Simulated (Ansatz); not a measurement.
Input and output for bcc Ta (100), 5 layers: DFT, LDA, all-electron LAPW, scalar-relativistic (Ansatz 0.2.0).

The slab is cut from a bulk crystal relaxed on PAW files (its atoms may have been relaxed since).

Command: `ansatz run input.yaml --threads 2 --pin off --max-ram 4096MiB --backend cpu --events-out ev --progress --plain --runs-dir out` It took 2.1 min on 2 threads of Intel(R) Xeon(R) 6975P-C (Granite Rapids) (shared host), peak memory 1.2 GiB.

```yaml
crystal:
  lattice:
    - [3.2528507656, 0.0, 0.0]
    - [0.0, 3.2528507656, 0.0]
    - [0.0, 0.0, 22.5057]
  atoms:
    - { symbol: Ta, position: [0.0, 0.0, 0.3554654704] }
    - { symbol: Ta, position: [0.5, 0.5, 0.427732735] }
    - { symbol: Ta, position: [0.0, 0.0, 0.5] }
    - { symbol: Ta, position: [0.5, 0.5, 0.572267265] }
    - { symbol: Ta, position: [0.0, 0.0, 0.6445345296] }
kpoints:
  mp_grid: { grid: [11, 11, 1] }
scf:
  occupations: { method: fermi_dirac, width: 0.05 }
hamiltonian:
  xc: lda
  pseudopotentials: { kind: all_electron, lapw: { basis_error: 0.001 } }
output:
  forces: true
  stress: true
  eigenvalues: true
  populations: true
  dos: { projected: true, de: 0.2, e_range: [-14, 8] }
efield:
  axis: 3
  amplitude: 0
  dipole_correction: true
```

Output:

```
Ta: projections on atomic orbitals take those of the free atom 1s2 2s2 2p6 3s2 3p6 3d10 4s2 4p6 4d10 4f14 5s2 5p6 5d3 6s2, of charge +0.00 (hamiltonian.pseudopotentials.projection_atoms)
LAPW: plane waves up to 8.458 Å⁻¹, error target 1.0e-3 eV per atom; small_component_spin mean_spin; Ta in spheres of 1.409 Å, 43 of its electrons in bands, Dirac shells [] (how accurate: hamiltonian.pseudopotentials.lapw.basis_error, Limitations)
Engine: ansatz 0.2.0
Pseudopotentials: kind: all_electron
Pseudopotential: Ta, LAPW, valence charge 43, lapw/all_electron/scalar/gaussian/Ta, Koelling and Harmon's equation, gaussian nucleus
Functional definition: SPW92
  exchange = slater_x
  correlation = pw_c
Crystal: 5 atoms, lattice volume = 238.134 Å³
Basis set: ecut = 272.57009701263956 eV, 2465 PW (Γ), exchange–correlation at level 2
Bands: 129, of which v1, the nominal top of the filled ones, is band 108 counted from 1 (107 counted from 0)
Symmetry: 8 space group operations
k-points: 21 of 121
Non-local potential: Ta, projectors of the file, none
Initial density: superposition of atomic densities (neutral atoms: chi_scale 0, normalization atom)
Initial wavefunctions: plane waves of lowest kinetic energy (no species holds an atomic orbital)
Functional: x = slater, c = lda
iter 1 solved again at ethr=3.31e-2 eV; its pass at ethr=1.00e-1 eV (dr2=7.13e1 eV) is discarded
SCF iter   1: F=—  HF=-2121600.232739 eV  |F-HF|=—  |Δ(HF+E_count)|=         —  Δρ=4.37e-2  dr2=7.13e1  ethr=3.31e-2  p=0.000 e·Å  D=2.14e-14 V/Å  ΔV_dip=-0.00 eV  dr2_dipole=2.02e-25  V_vac-E_F(+/−)=7.53/7.53 eV  ⟨swp⟩=2.0  Hψ=15674  notcnv=0
efield: sawtooth ramp at fractional position 0.9500 (placed from the atoms, in the widest stretch of the axis that holds none; the zero of the levels goes with the place), width 0.1000; the density the first Hamiltonian is built on has a dipole p = 0.000 e·Å; the dipole correction subtracts the counter field D = 2.20e-13 V/Å, which shifts the + side's vacuum level by -0.00 eV against the − side's; the planar-averaged density in the ramp window peaks in size at 1.5e-6 e/Å³
preconditioner: auto → LDOS  [metal: Δε(μ)=0.024 eV  Ē_g=23.599 eV  σ=0.050 eV  W_gap=0.12  n_scr=70 (ndim 8)  ℏωp=26.9 eV  f_vac=0.582  D(μ)=2.45/eV (n_scr^D=8)  β→1.0]
SCF iter   2: F=—  HF=-2121661.774977 eV  |F-HF|=—  |Δ(HF+E_count)|=    6.15e1  Δρ=1.50e-1  dr2=2.48e3  ethr=3.31e-2  p=0.000 e·Å  D=1.64e-7 V/Å  ΔV_dip=-0.00 eV  dr2_dipole=1.22e-9  V_vac-E_F(+/−)=-4.18/-4.18 eV  ⟨swp⟩=4.2  Hψ=8349  notcnv=0  defer=1  recentre
SCF iter   3: F=—  HF=-2121596.592735 eV  |F-HF|=—  |Δ(HF+E_count)|=    6.52e1  Δρ=3.08e-2  dr2=3.74e1  ethr=3.31e-2  p=-0.000 e·Å  D=-1.67e-6 V/Å  ΔV_dip=0.00 eV  dr2_dipole=6.60e-11  V_vac-E_F(+/−)=6.45/6.44 eV  ⟨swp⟩=3.1  Hψ=8316  notcnv=0
iter 4 solved again at ethr=4.97e-4 eV; its pass at ethr=1.74e-2 eV (dr2=1.07e0 eV) is discarded
SCF iter   4: F=—  HF=-2121594.569266 eV  |F-HF|=—  |Δ(HF+E_count)|=    2.02e0  Δρ=7.28e-3  dr2=1.07e0  ethr=4.97e-4  p=-0.000 e·Å  D=-1.62e-6 V/Å  ΔV_dip=0.00 eV  dr2_dipole=1.24e-9  V_vac-E_F(+/−)=8.61/8.68 eV  ⟨swp⟩=2.0  Hψ=12974  notcnv=0
SCF iter   5: F=—  HF=-2121594.192931 eV  |F-HF|=—  |Δ(HF+E_count)|=         —  Δρ=7.82e-3  dr2=1.72e0  ethr=4.97e-4  p=-0.000 e·Å  D=-4.81e-7 V/Å  ΔV_dip=0.00 eV  dr2_dipole=4.21e-12  V_vac-E_F(+/−)=6.49/6.53 eV  ⟨swp⟩=3.0  Hψ=8810  notcnv=0
the basis was enlarged: its passes take 1.8 MiB over the memory plan, 2 of 2 planned eigensolver slots
SCF iter   6: F=—  HF=-2121594.110945 eV  |F-HF|=—  |Δ(HF+E_count)|=   8.20e-2  Δρ=4.56e-3  dr2=9.68e-1  ethr=4.97e-4  p=0.000 e·Å  D=6.78e-8 V/Å  ΔV_dip=-0.00 eV  dr2_dipole=1.48e-12  V_vac-E_F(+/−)=5.18/5.19 eV  ⟨swp⟩=2.4  Hψ=7662  notcnv=0
[... lines left out ...]
  E_atoms      = -2121544.244690  (free atoms, spherical and without spin; not in F)
  Σ components = -2121594.057122   (vs F -2121594.057122, Δ=0.00e0)
  Basis errors (estimates in eV, not in F): energy 3.3e-4 per atom: plane waves 3.0e-4 (1.7e-4 summed), levels above the bands 1.0e-63, relativity 1.3e-8, radial functions 2.9e-5, core shells 2.2e-8; eigenvalues (radial functions only) 4.1e-7; not estimated: angular momenta, meshes, grids; target (lapw.basis_error) 1.0e-3; muffin-tin radii Ta 1.409 Å
--- Forces (eV/Å), atoms counted from 1 ---
  atom   1  Ta     0.00000000     0.00000000     1.56890949
  atom   2  Ta    -0.00000000     0.00000000    -1.56481123
  atom   3  Ta    -0.00000000     0.00000000     0.00000002
  atom   4  Ta     0.00000000     0.00000000     1.56481123
  atom   5  Ta    -0.00000000     0.00000000    -1.56890950
  max |Σ_I F_I| component: 1.16e-8 eV/Å
--- Stress (GPa, compression-positive) ---
       -4.520358       0.000000       0.000000
        0.000000      -4.520358       0.000000
        0.000000       0.000000      -3.440657
  P = ⅓ Tr σ = -4.1605 GPa (-41.605 kbar)
--- Band table (eV; the first three rows and the last of 21) ---
  k-point 0: bands = ["-387.7005", "-387.7005", "-387.6823", "-387.6823", "-387.6823", "-387.6823", "-386.6805", "-386.6805", "-386.6779", "-386.6779", "-386.6779", "-386.6779", "-386.6241", "-386.6014", "-386.6014", "-209.7772", "-209.7772", "-209.7742", "-209.7742", "-209.7742", "-209.7742", "-209.7616", "-209.7616", "-209.7566", "-209.7566", "-208.7738", "-208.7738", "-208.7715", "-208.7715", "-208.7497", "-208.7497", "-208.7497", "-208.7497", "-208.7474", "-208.7474", "-208.7149", "-208.6882", "-208.6846", "-208.6846", "-208.6703", "-61.1561", "-61.1560", "-60.2594", "-60.1950", "-60.0738", "-27.7434", "-27.7369", "-27.5735", "-27.5735", "-27.5651", "-27.5651", "-27.0672", "-26.9098", "-26.9098", "-26.8064", "-26.5953", "-26.5953", "-26.3750", "-26.2628", "-26.2628", "-13.0661", "-13.0661", "-13.0632", "-13.0632", "-13.0584", "-13.0584", "-13.0583", "-13.0583", "-13.0553", "-13.0553", "-13.0374", "-13.0374", "-13.0374", "-13.0374", "-12.0747", "-12.0694", "-12.0690", "-12.0657", "-12.0657", "-12.0621", "-12.0619", "-12.0619", "-12.0619", "-12.0601", "-12.0601", "-12.0512", "-12.0512", "-12.0413", "-12.0095", "-11.9869", "-11.9869", "-11.9783", "-11.9692", "-11.9692", "-11.9505", "-0.7331", "0.7636", "2.6471", "2.9478", "3.0967", "3.6871", "3.8708", "5.4776", "6.7200", "6.8944", "7.3190", "7.3190", "7.3879", "7.3879", "7.5867", "7.6457", "8.1099", "8.1099", "8.4322", "9.6741", "9.6741", "9.7560", "9.8100", "10.6651", "10.9152", "11.1717", "11.5425", "11.7407", "11.7879", "12.0285", "12.0285", "12.6354", "13.0993", "13.1769"]
  k-point 1: bands = ["-387.7005", "-387.7005", "-387.6823", "-387.6823", "-387.6823", "-387.6823", "-386.6805", "-386.6805", "-386.6779", "-386.6779", "-386.6779", "-386.6779", "-386.6241", "-386.6014", "-386.6014", "-209.7772", "-209.7772", "-209.7742", "-209.7742", "-209.7742", "-209.7742", "-209.7616", "-209.7616", "-209.7566", "-209.7566", "-208.7738", "-208.7738", "-208.7715", "-208.7715", "-208.7497", "-208.7497", "-208.7497", "-208.7497", "-208.7474", "-208.7474", "-208.7149", "-208.6882", "-208.6846", "-208.6846", "-208.6703", "-61.1551", "-61.1550", "-60.2556", "-60.1945", "-60.0764", "-27.7479", "-27.7397", "-27.5952", "-27.5942", "-27.5667", "-27.5594", "-27.0610", "-26.9704", "-26.8991", "-26.7593", "-26.6234", "-26.5980", "-26.3526", "-26.2769", "-26.2766", "-13.0659", "-13.0659", "-13.0626", "-13.0626", "-13.0589", "-13.0589", "-13.0583", "-13.0583", "-13.0553", "-13.0553", "-13.0384", "-13.0384", "-13.0368", "-13.0368", "-12.0749", "-12.0692", "-12.0681", "-12.0653", "-12.0645", "-12.0637", "-12.0629", "-12.0617", "-12.0611", "-12.0609", "-12.0577", "-12.0520", "-12.0510", "-12.0418", "-12.0089", "-11.9880", "-11.9869", "-11.9780", "-11.9700", "-11.9686", "-11.9517", "-0.5497", "0.9061", "2.7210", "3.0661", "3.2247", "3.7159", "4.0143", "5.4670", "6.6072", "6.8633", "7.0099", "7.0734", "7.1538", "7.5029", "7.6661", "7.6695", "7.7870", "8.5988", "8.9068", "9.0609", "9.4179", "9.9036", "10.5126", "10.7220", "10.9532", "11.0652", "11.0837", "11.2773", "11.7376", "11.9324", "12.6635", "12.8488", "12.9383", "13.4482"]
  k-point 2: bands = ["-387.7005", "-387.7005", "-387.6823", "-387.6823", "-387.6823", "-387.6823", "-386.6805", "-386.6805", "-386.6779", "-386.6779", "-386.6779", "-386.6779", "-386.6241", "-386.6014", "-386.6014", "-209.7772", "-209.7772", "-209.7742", "-209.7742", "-209.7742", "-209.7742", "-209.7616", "-209.7616", "-209.7566", "-209.7566", "-208.7738", "-208.7738", "-208.7715", "-208.7715", "-208.7497", "-208.7497", "-208.7497", "-208.7497", "-208.7474", "-208.7474", "-208.7149", "-208.6882", "-208.6846", "-208.6846", "-208.6703", "-61.1524", "-61.1523", "-60.2448", "-60.1932", "-60.0841", "-27.7596", "-27.7524", "-27.6616", "-27.6551", "-27.5485", "-27.5436", "-27.0622", "-27.0554", "-26.8672", "-26.7190", "-26.6600", "-26.6055", "-26.3183", "-26.3168", "-26.3038", "-13.0656", "-13.0655", "-13.0609", "-13.0609", "-13.0603", "-13.0603", "-13.0581", "-13.0581", "-13.0554", "-13.0553", "-13.0409", "-13.0409", "-13.0351", "-13.0351", "-12.0754", "-12.0688", "-12.0670", "-12.0670", "-12.0641", "-12.0631", "-12.0623", "-12.0621", "-12.0600", "-12.0597", "-12.0540", "-12.0535", "-12.0502", "-12.0434", "-12.0077", "-11.9910", "-11.9871", "-11.9773", "-11.9722", "-11.9670", "-11.9550", "-0.0236", "1.2925", "2.8418", "3.3196", "3.6318", "3.6431", "4.5641", "5.6059", "6.3218", "6.4997", "6.5826", "6.7320", "7.0068", "7.4624", "7.4798", "7.7962", "7.9633", "8.8510", "9.0998", "9.1532", "9.2674", "9.8971", "10.1340", "10.8129", "10.8151", "11.0191", "11.1505", "11.2141", "11.8374", "12.2579", "12.7636", "13.2731", "13.5726", "13.9114"]
  k-point 20: bands = ["-387.7005", "-387.7005", "-387.6823", "-387.6823", "-387.6823", "-387.6823", "-386.6805", "-386.6805", "-386.6779", "-386.6779", "-386.6779", "-386.6779", "-386.6241", "-386.6014", "-386.6014", "-209.7772", "-209.7772", "-209.7742", "-209.7742", "-209.7742", "-209.7742", "-209.7616", "-209.7616", "-209.7566", "-209.7566", "-208.7738", "-208.7738", "-208.7715", "-208.7715", "-208.7497", "-208.7497", "-208.7497", "-208.7497", "-208.7474", "-208.7474", "-208.7149", "-208.6882", "-208.6846", "-208.6846", "-208.6703", "-61.1346", "-61.1346", "-60.1846", "-60.1797", "-60.1149", "-27.8492", "-27.8467", "-27.8238", "-27.8218", "-27.6533", "-27.6458", "-27.2209", "-27.2101", "-26.8287", "-26.8055", "-26.7591", "-26.6894", "-26.6475", "-26.3258", "-26.3184", "-13.0654", "-13.0654", "-13.0653", "-13.0653", "-13.0598", "-13.0597", "-13.0576", "-13.0575", "-13.0508", "-13.0508", "-13.0383", "-13.0383", "-13.0383", "-13.0383", "-12.0761", "-12.0761", "-12.0710", "-12.0704", "-12.0671", "-12.0649", "-12.0574", "-12.0570", "-12.0535", "-12.0478", "-12.0476", "-12.0470", "-12.0459", "-12.0449", "-11.9966", "-11.9965", "-11.9938", "-11.9737", "-11.9697", "-11.9694", "-11.9692", "2.7493", "2.8421", "4.2149", "4.2350", "4.8825", "4.9722", "5.0301", "5.0533", "5.4218", "5.5924", "5.6715", "6.8253", "6.9486", "8.7841", "8.8705", "9.1769", "9.2105", "9.3809", "9.6137", "10.8476", "11.1931", "11.3564", "11.3868", "11.5234", "11.8410", "11.8922", "12.0597", "13.3990", "13.4446", "14.4642", "14.9240", "15.5854", "15.8569", "15.9177"]
--- Löwdin populations: 5 sites ---
  site symbol       q [e]
     0     Ta     72.9233
     1     Ta     72.9263
     2     Ta     72.8988
     3     Ta     72.9263
     4     Ta     72.9233
  spilling = 0.001101 (of n_electrons = 365.000000)
```

populations.tsv:

```
# site	symbol	l	j	q
# orbitals = lowdin
# n_electrons = 365.000000
# spilling = 0.001101
# projection_atom_Ta: 1s2 2s2 2p6 3s2 3p6 3d10 4s2 4p6 4d10 4f14 5s2 5p6 5d3 6s2
0	Ta	0_1S	-	1.999999
0	Ta	0_2S	-	1.999987
0	Ta	0_3S	-	1.999845
0	Ta	0_4S	-	1.998379
0	Ta	0_5S	-	1.974265
0	Ta	0_6S	-	1.018098
0	Ta	1_2P	-	6.000000
0	Ta	1_3P	-	5.999994
0	Ta	1_4P	-	5.999872
0	Ta	1_5P	-	5.979842
0	Ta	2_3D	-	9.999997
0	Ta	2_4D	-	9.999964
0	Ta	2_5D	-	3.953952
0	Ta	3_4F	-	13.999123
1	Ta	0_1S	-	1.999999
1	Ta	0_2S	-	1.999977
1	Ta	0_3S	-	1.999720
1	Ta	0_4S	-	1.997073
1	Ta	0_5S	-	1.954359
1	Ta	0_6S	-	0.831110
1	Ta	1_2P	-	6.000000
1	Ta	1_3P	-	5.999994
1	Ta	1_4P	-	5.999867
1	Ta	1_5P	-	5.979964
1	Ta	2_3D	-	9.999997
1	Ta	2_4D	-	9.999946
1	Ta	2_5D	-	4.165986
1	Ta	3_4F	-	13.998321
2	Ta	0_1S	-	1.999999
2	Ta	0_2S	-	1.999976
2	Ta	0_3S	-	1.999714
2	Ta	0_4S	-	1.997005
2	Ta	0_5S	-	1.953327
2	Ta	0_6S	-	0.810075
2	Ta	1_2P	-	6.000000
2	Ta	1_3P	-	5.999994
2	Ta	1_4P	-	5.999864
2	Ta	1_5P	-	5.979347
2	Ta	2_3D	-	9.999997
2	Ta	2_4D	-	9.999944
2	Ta	2_5D	-	4.161295
2	Ta	3_4F	-	13.998264
3	Ta	0_1S	-	1.999999
3	Ta	0_2S	-	1.999977
3	Ta	0_3S	-	1.999720
3	Ta	0_4S	-	1.997073
3	Ta	0_5S	-	1.954359
3	Ta	0_6S	-	0.831110
3	Ta	1_2P	-	6.000000
3	Ta	1_3P	-	5.999994
3	Ta	1_4P	-	5.999867
3	Ta	1_5P	-	5.979964
3	Ta	2_3D	-	9.999997
3	Ta	2_4D	-	9.999946
3	Ta	2_5D	-	4.165986
3	Ta	3_4F	-	13.998321
4	Ta	0_1S	-	1.999999
4	Ta	0_2S	-	1.999987
4	Ta	0_3S	-	1.999845
4	Ta	0_4S	-	1.998379
4	Ta	0_5S	-	1.974265
4	Ta	0_6S	-	1.018098
4	Ta	1_2P	-	6.000000
4	Ta	1_3P	-	5.999994
4	Ta	1_4P	-	5.999872
4	Ta	1_5P	-	5.979842
4	Ta	2_3D	-	9.999997
4	Ta	2_4D	-	9.999964
4	Ta	2_5D	-	3.953952
4	Ta	3_4F	-	13.999123
```

Next run (atoms relaxed), as changes to the input before:

```diff
   atoms:
-    - { symbol: Ta, position: [0.0, 0.0, 0.3554654704] }
-    - { symbol: Ta, position: [0.5, 0.5, 0.427732735] }
-    - { symbol: Ta, position: [0.0, 0.0, 0.5] }
-    - { symbol: Ta, position: [0.5, 0.5, 0.572267265] }
-    - { symbol: Ta, position: [0.0, 0.0, 0.6445345296] }
+    - { symbol: Ta, position: [0.0, 0.0, 0.3640668192] }
+    - { symbol: Ta, position: [0.5, 0.5, 0.426541596] }
+    - { symbol: Ta, position: [0.0, 0.0, 0.5000000001] }
+    - { symbol: Ta, position: [0.5, 0.5, 0.573458404] }
+    - { symbol: Ta, position: [0.0, 0.0, 0.6359331808] }
 kpoints:
   eigenvalues: true
-  populations: true
-  dos: { projected: true, de: 0.2, e_range: [-14, 8] }
+relax:
+  f_tol: 0.01
+  max_steps: 12
 efield:
```

Results part of the output:

```
SCF converged after 6 iterations
Free energy (F): -2121594.429229 eV
Harris-Foulkes:  -2121594.429229 eV  (|F-HF|=1.07e-8)
Internal energy: -2121594.391296 eV  (E = F + TS)
E sigma→0 (E₀):  -2121594.410262 eV
Entropy (-TS):   -0.037933 eV (-7.587 meV/atom)
Fermi energy:    6.938880 eV
Dipole field:    D = 0.000000 V/Å  (p = 0.000000 e·Å, saw-weighted, corrected)
Work function:   Φ+ = 4.0317 eV   Φ− = 4.0317 eV
[... lines left out ...]
  k-point 20: bands = ["-387.2892", "-387.2892", "-387.2444", "-387.2444", "-387.2444", "-387.2444", "-386.6590", "-386.6458", "-386.6458", "-386.3622", "-386.3622", "-386.3489", "-386.3489", "-386.3489", "-386.3489", "-209.3609", "-209.3609", "-209.3511", "-209.3511", "-209.3511", "-209.3511", "-209.3223", "-209.3223", "-209.3085", "-209.3085", "-208.7453", "-208.7321", "-208.7275", "-208.7275", "-208.7182", "-208.4534", "-208.4534", "-208.4424", "-208.4424", "-208.4253", "-208.4253", "-208.4253", "-208.4253", "-208.4123", "-208.4123", "-60.7385", "-60.7384", "-60.1582", "-59.8807", "-59.8768", "-27.6992", "-27.6923", "-27.6423", "-27.6386", "-27.3741", "-27.3374", "-27.0355", "-27.0098", "-26.7118", "-26.5367", "-26.4664", "-26.3350", "-26.3143", "-26.1226", "-26.1084", "-12.6542", "-12.6541", "-12.6541", "-12.6540", "-12.6528", "-12.6526", "-12.6334", "-12.6333", "-12.6306", "-12.6306", "-12.5978", "-12.5978", "-12.5977", "-12.5977", "-12.0417", "-12.0415", "-12.0390", "-12.0256", "-12.0216", "-12.0215", "-12.0195", "-11.7514", "-11.7510", "-11.7503", "-11.7495", "-11.7494", "-11.7416", "-11.7263", "-11.7255", "-11.7226", "-11.7224", "-11.7219", "-11.7219", "-11.7206", "-11.7158", "2.7600", "2.8817", "4.3475", "4.3765", "5.0983", "5.2031", "5.2317", "5.4939", "5.8027", "5.8376", "5.8925", "6.6940", "6.8304", "8.8496", "8.9377", "9.2935", "9.2998", "9.6447", "9.7621", "10.8779", "11.2518", "11.4420", "11.6006", "11.6359", "11.8663", "12.0187", "12.1707", "13.4799", "13.6113", "14.7747", "15.0759", "15.9119", "16.0355", "16.2280"]
--- Relaxed structure (3 steps of the walk, 2 accepted, 0 SCFs on fresh bases) ---
  F+E_penalty+E_count = -2121594.42922903 eV   max|allowed force component| = 2.403e-3 eV/Å
  atoms:
    - { symbol: Ta, position: [8.326047456391649e-37, 0.0, 0.36415566251281717] }
    - { symbol: Ta, position: [0.5, 0.5, 0.42658340156651486] }
    - { symbol: Ta, position: [-3.2379073441523073e-37, 0.0, 0.5000000000065553] }
    - { symbol: Ta, position: [0.5, 0.5, 0.5734165985258162] }
    - { symbol: Ta, position: [-1.0176280224478682e-36, 0.0, 0.6358443374882966] }
```

Next run (spin-orbit coupling on), as changes to the input before:

```diff
   eigenvalues: true
-relax:
-  f_tol: 0.01
-  max_steps: 12
 efield:
   dipole_correction: true
+magnetization:
+  noncollinear: true
+  spin_orbit: true
```

Command: `ansatz run input.yaml --threads 2 --pin off --max-ram 4096MiB --backend cpu --events-out ev --progress --plain --runs-dir out` It took 13 min on 2 threads of Intel(R) Xeon(R) 6975P-C (Granite Rapids), on a shared host, peak memory 3.5 GiB.

Results part of the output:

```
SCF 1 converged in 16 iterations: F = -2124500.141806 eV  dr2 = 1.41e-9
[... lines left out ...]
  k-point 20: bands = ["-432.6160", "-432.6160", "-432.6160", "-432.6160", "-432.0087", "-432.0087", "-431.7094", "-431.7094", "-431.7094", "-431.7094", "-369.5209", "-369.5209", "-369.5209", "-369.5209", "-369.4905", "-369.4905", "-369.4905", "-369.4905", "-368.9018", "-368.9018", "-368.8937", "-368.8937", "-368.6019", "-368.6019", "-368.6019", "-368.6019", "-368.5927", "-368.5927", "-368.5927", "-368.5927", "-216.0582", "-216.0582", "-216.0582", "-216.0582", "-216.0265", "-216.0265", "-216.0265", "-216.0265", "-215.4392", "-215.4392", "-215.4310", "-215.4310", "-215.1384", "-215.1384", "-215.1384", "-215.1384", "-215.1288", "-215.1288", "-215.1288", "-215.1288", "-204.4644", "-204.4644", "-204.4644", "-204.4644", "-204.4515", "-204.4515", "-204.4515", "-204.4515", "-204.4224", "-204.4224", "-204.4224", "-204.4224", "-203.8464", "-203.8464", "-203.8382", "-203.8382", "-203.8318", "-203.8318", "-203.5475", "-203.5475", "-203.5475", "-203.5475", "-203.5384", "-203.5384", "-203.5384", "-203.5384", "-203.5249", "-203.5249", "-203.5249", "-203.5249", "-60.5850", "-60.5850", "-60.5849", "-60.5849", "-60.0049", "-60.0049", "-59.7237", "-59.7237", "-59.7197", "-59.7197", "-33.6408", "-33.6408", "-33.6369", "-33.6369", "-33.0784", "-33.0784", "-32.8422", "-32.8422", "-32.8328", "-32.8328", "-25.1078", "-25.1078", "-25.0980", "-25.0980", "-25.0227", "-25.0227", "-25.0075", "-25.0075", "-24.5677", "-24.5677", "-24.5556", "-24.5556", "-24.0348", "-24.0348", "-24.0067", "-24.0067", "-23.8232", "-23.8232", "-23.7926", "-23.7926", "-13.5762", "-13.5762", "-13.5759", "-13.5759", "-13.5616", "-13.5616", "-13.5614", "-13.5614", "-13.5271", "-13.5271", "-13.5270", "-13.5270", "-12.9614", "-12.9614", "-12.9534", "-12.9534", "-12.9467", "-12.9467", "-12.6678", "-12.6678", "-12.6672", "-12.6672", "-12.6579", "-12.6579", "-12.6577", "-12.6577", "-12.6442", "-12.6442", "-12.6435", "-12.6435", "-11.5917", "-11.5917", "-11.5913", "-11.5913", "-11.5859", "-11.5859", "-11.5857", "-11.5857", "-11.5655", "-11.5655", "-11.5653", "-11.5653", "-11.5368", "-11.5368", "-11.5367", "-11.5366", "-10.9793", "-10.9793", "-10.9737", "-10.9737", "-10.9640", "-10.9640", "-10.9631", "-10.9631", "-10.6883", "-10.6883", "-10.6856", "-10.6856", "-10.6785", "-10.6785", "-10.6759", "-10.6759", "-10.6641", "-10.6641", "-10.6635", "-10.6635", "-10.6607", "-10.6607", "-10.6585", "-10.6585", "2.7741", "2.7741", "2.8978", "2.8978", "4.3080", "4.3080", "4.3674", "4.3674", "4.9717", "4.9717", "5.1667", "5.1667", "5.3009", "5.3009", "5.4950", "5.4950", "5.6978", "5.6978", "5.9121", "5.9121", "5.9724", "5.9724", "6.6777", "6.6777", "6.8124", "6.8124", "8.5116", "8.5116", "8.9468", "8.9468", "9.1589", "9.1589", "9.5024", "9.5024", "9.7059", "9.7059", "9.8675", "9.8675", "10.9034", "10.9034", "11.2648", "11.2648", "11.4249", "11.4249", "11.6529", "11.6529", "11.7206", "11.7206", "11.9173", "11.9173", "12.0599", "12.0599", "12.2066", "12.2066", "13.4875", "13.4875", "13.6399", "13.6399", "14.7831", "14.7831", "15.0819", "15.0819", "15.9265", "15.9265", "16.0508", "16.0508", "16.2338", "16.2338"]
```
